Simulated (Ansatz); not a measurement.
CsFe2As2, a known structure type with other elements, at an estimated volume

```xyz
5
Lattice="0.0000 4.0990 0.0000 4.0990 0.0000 0.0000 2.0495 2.0495 -6.4574" Properties=species:S:1:pos:R:3 pbc="T T T"
Cs    0.0000    0.0000    0.0000
Fe    4.0990    2.0495   -3.2287
Fe    2.0495    4.0990   -3.2287
As    2.0495    2.0495   -1.8081
As    4.0990    4.0990   -4.6493
```

The numbers come from plane-wave PAW DFT (Ansatz): r2SCAN, no spin polarisation, 500 eV, 9×9×9 Γ-centred k points, fermi-dirac occupations (width 0.1229 eV). Nothing was relaxed.

Formation energy: 0.22 eV an atom against the elements' usual phases (free molecules for gases, crystals otherwise, with no correction for O₂ or N₂), so at this geometry it isn't bound against them. Relaxing would lower it.
Charges: Bader charges in e: Cs +0.69, Fe +0.33, As -0.68. In the mean Cs gives up most and As takes most.
Electronic structure: It is a metal, with about 6.1 states/eV a cell as the mean within 0.25 eV of the Fermi level, mostly Fe d (90 %).
Stress: The pressure is -8.0 GPa (compression positive), so with the atoms held at these fractions the cell would first shrink; the forces are large, so a full relaxation may end otherwise. The principal stresses -10.1, -10.1, -3.7 GPa differ, so its shape would change too.
Forces: The largest is on As4 (and as large on other atoms): 3.31 eV/Å, components (0.00, 0.00, -3.31). It makes 55° with the line to a nearest neighbour, Fe2 at 2.49 Å.

Origin: a known structure type with other elements, at an estimated volume, so it need not be a known compound. Caveats: no spin polarisation, so a magnetic state may lie lower; atoms or cell far from equilibrium.
